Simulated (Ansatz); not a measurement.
KBr (rock salt): values from a third-order Birch-Murnaghan fit to a volume scan beside measured ones. Computed values: PBE (plane waves to 420 eV, PAW, scalar-relativistic; Ansatz, a program for electronic structure). KBr was relaxed with its symmetry unable to fall.

```json
[
 {"quantity": "Lattice constant a (Å)", "reference": "6.541", "kind": "measured at or taken to low temperature"}
]
```

References as given in: Klaus Doll, Hermann Stoll, Physical review. B, Condensed matter (1998), arXiv:cond-mat/9801031.

Question: Estimate the PBE values and the sign and size of each difference.

Answer: 
| quantity | PBE | difference |
|---|---|---|
| Lattice constant a (Å) | 6.706 | +2.5 % |

PBE overestimates the lattice constant a by 2.5 %.

(Under strain, the slope of the energy per volume gives the stress and its curvature an elastic modulus.)
